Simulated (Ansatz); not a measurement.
Data:

NaI (rock salt)

Space group Fm-3m (No. 225); a = b = c = 6.5290 Å, α = β = γ = 90.00°

```json
[
 {"atom": "I", "site": "4a", "symmetry": "m-3m", "x": "0.0000", "y": "0.0000", "z": "0.0000"},
 {"atom": "Na", "site": "4b", "symmetry": "m-3m", "x": "0.5000", "y": "0.5000", "z": "0.5000"}
]
```
(The calculation used a cell of 2 atoms; values per cell refer to that cell.)

Equation-of-state scan: isotropic scaling of the cell above, V₀ being its volume. Symmetry pins the atoms to their sites.

Level of theory: PBE (plane waves to 420 eV, PAW, scalar-relativistic; Ansatz, an electronic-structure program). k mesh 9×9×9 (Γ-centred), Fermi-Dirac smearing 0.05 eV. E stands for the smeared free energy. Compression counts positive. NaI was relaxed with its symmetry unable to fall. Spin-orbit coupling is left out, though I is heavy. The zero of ΔE is the relaxed starting cell.

The scan covers V/V₀ from 0.900 to 1.100 in 11 points.

Task: What pressure does the cell carry at V/V₀ = 0.900?

Result: 2.04 GPa.

Task: What is ΔE at V/V₀ = 0.900?

Result: 20.1 meV/atom.

Task: What is ΔE at V/V₀ = 1.100?

Result: 13.7 meV/atom.

(Under strain, the slope of the energy per volume gives the stress and its curvature an elastic modulus.)
